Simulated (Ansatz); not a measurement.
The relaxed structure here is a generated cell of Ga2O3: the first start was made by placing the elements on the sites of a structure type, and the end was not matched to a known phase here, so it may be hypothetical. Known forms of Ga2O3 include space group No. 12, 167.

A relaxed cell of Ga₂O₃ (R32 (No. 155)), relaxed on a k-mesh at least as fine as the one used below. The numbers are results of PBEsol (plane waves to 420 eV, PAW, scalar-relativistic; Ansatz, a quantum-chemistry and plane-wave program), not measurements. Γ-centred k-mesh 6×6×6 on the run's cell (coarser than for final values), Fermi–Dirac smearing 0.05 eV.

```
CELL_PARAMETERS angstrom
      4.87314     2.81351     4.90009
      0.00000     2.81351     4.90009
      0.00000    -2.81351     2.45004
ATOMIC_POSITIONS crystal
  O  0.70049 0.79951 0.50000
  O  0.20049 0.79951 0.50000
  O  0.14975 0.20049 0.79951
  O  0.64975 0.20049 0.79951
  O  0.14975 0.50000 0.20049
  O  0.64975 0.50000 0.20049
  Ga 0.00000 0.29540 0.29540
  Ga 0.50000 0.29540 0.29540
  Ga 0.00000 0.70460 0.70460
  Ga 0.50000 0.70460 0.70460
```

The atoms are displaced along an unstable phonon of this cell by (Å):

```
atom      ux      uy      uz
----  ------  ------  ------
O1     0.000   0.016  -0.149
O2     0.000  -0.016   0.149
O3    -0.004   0.007   0.140
O4     0.004  -0.007  -0.140
O5     0.004   0.007   0.140
O6    -0.004  -0.007  -0.140
Ga7   -0.033  -0.001   0.014
Ga8    0.033   0.001  -0.014
Ga9    0.033  -0.001   0.014
Ga10  -0.033   0.001  -0.014
```

What forces (eV/Å) and pressure result?


```csv
atom,Fx,Fy,Fz
O1,-0.23,0.03,-0.10
O2,-0.23,-0.03,0.10
O3,0.05,-0.11,0.15
O4,0.04,-0.13,-0.11
O5,0.04,0.13,0.11
O6,0.05,0.11,-0.15
Ga7,-0.09,-0.01,-0.16
Ga8,0.23,0.00,-0.34
Ga9,0.23,0.00,0.34
Ga10,-0.09,0.01,0.16
```

Pressure +1.4 GPa.

Estimate the energy cost of the displacement in the harmonic approximation and compare with the calculation.

For a harmonic well ΔE = −½ Σ F·u = -0.063 eV a cell, or -6 meV/atom. The calculated energy relative to the undisplaced cell is -9 meV/atom, so the harmonic estimate holds well.

The undisplaced cell is probably no minimum: from this displacement the run went on to C2 (No. 5), 201 meV/atom below it.

No spin polarisation in the result.
